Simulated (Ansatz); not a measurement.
Relaxed-ion elastic tensor of Al₃Pd₂ (La2O3 or Ni2Al3 type, P-3m1) in GPa (Voigt order), PBEsol in the plane-wave PAW code Ansatz; density 6.18 g/cm³, 15.78 Å³ per atom.

```
 227  97.0  84.2  -6.4   0.0   0.0
97.0   227  84.2   6.4   0.0   0.0
84.2  84.2   279   0.0   0.0   0.0
-6.4   6.4   0.0  67.8   0.0   0.0
 0.0   0.0   0.0   0.0  67.8  -6.4
 0.0   0.0   0.0   0.0  -6.4  65.2
```

Q: Is the crystal mechanically stable?

A: Yes: the smallest eigenvalue of C is 60.0 GPa.

Q: Work out the Voigt, Reuss and Hill averages.

A: K_V = 141, K_R = 140, K_H = 140; G_V = 71.4, G_R = 69.7, G_H = 70.5 GPa.

Q: Give Young's modulus, Poisson's ratio, Pugh's ratio and the universal anisotropy index.

A: E = 9KG/(3K + G) = 181 GPa; ν = 0.28; K/G = 1.99 (ductile by the Pugh limit of 1.75); A_U = 5G_V/G_R + K_V/K_R − 6 = 0.13.

Q: Estimate the sound speeds and the Debye temperature.

A: v_l = √((K + 4G/3)/ρ) = 6160 m/s, v_t = √(G/ρ) = 3380 m/s, mean 3770 m/s; Θ = (h/k)(3n/4πV)^(1/3) v_m = 447 K.

Q: Solve the Christoffel equation for the three sound speeds along x, y, z.

A: Eigenvalues of C_ijkl n_j n_l equal ρv². In km/s, slowest first: x 3.11, 3.44, 6.06; y 3.25, 3.30, 6.07; z 3.31, 3.31, 6.72.

Q: How much does each axis shrink under pressure?

A: Linear compressibilities β_i = Σ_j S_ij (j = 1 to 3): x 2.6, y 2.6, z 2.0 per TPa.

The workflow started from a Materials Project entry (that database holds measured and hypothetical structures alike); the Crystallography Open Database copy checked does not list it. Its standing as an ambient phase is unchecked. The cell was relaxed with PBEsol under the symmetry of its start; its stability against distortions is not shown here. No spin polarisation was allowed. As this level gives no gap, shear constants depend on the k-mesh and smearing (Fermi–Dirac, 0.1 eV here).

Potentials: the later of the program's two PAW sets.
